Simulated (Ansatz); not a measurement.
SiS2 (rutile, P4_2/mnm), DFT-r²SCAN in the program Ansatz with PAW potentials, all energies at zero smearing, with the estimated change up to a 700 eV cutoff added, with one set of potentials and settings (totals compare only within such a set). Cell of 6 atoms (2 Si, 4 S): -4903.654 eV.

| element | reference phase | E (eV/atom) |
|---|---|---|
| Si | Fd-3m, 2 atoms in the cell | -639.0667 |
| S | P2/c, 32 atoms in the cell | -905.8156 |

Formation energy per atom, worked out: (-4903.654 − 2×(-639.0667) − 4×(-905.8156))/6 = -0.376 eV/atom (-36 kJ per mol of atoms), at 0 K, without zero-point energy or fitted corrections.

The cell is a constructed one: a structure type filled with these elements; neither database checked (COD, Materials Project) lists it. COD files the formula under space group No. 72, 122, so this cell is another polymorph or a model. Whether it is the stable phase at ambient conditions was not checked. The cell was relaxed with r²SCAN under the symmetry of its start; its stability against distortions is not shown here. The references are the lowest solids computed at this level, not always the standard phases.

Potentials: the later of the program's two PAW sets.
